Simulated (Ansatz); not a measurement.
V (bcc (W type), space group No. 229) at seven volumes, plane-wave PAW LDA (Ansatz code), scaled uniformly. One row is withheld.

```
V (Å³/atom)  P (GPa)
-----------  -------
11.393         23.58
11.769         14.56
12.145          6.76
12.520         -0.01
12.896             ?
13.271        -10.96
13.647        -15.35
```

Fit the shown pressures and predict the withheld one.

P = (3/2)B₀(x^(7/2) − x^(5/2))[1 + (3/4)(B′ − 4)(x − 1)] with x = (V₀/V)^(2/3). Least squares on the six rows gives V₀ = 12.520 Å³/atom, B₀ = 210 GPa, B′ = 3.75. At V = 12.896, x = 0.9805 and P = -5.88 GPa. The run itself gave -5.88 GPa.

Space group Im-3m (bcc (W type)). Symmetry was held in the LDA relaxation. The workflow began spin-polarised and lost its moments.

Potentials: the later of the program's two PAW sets.
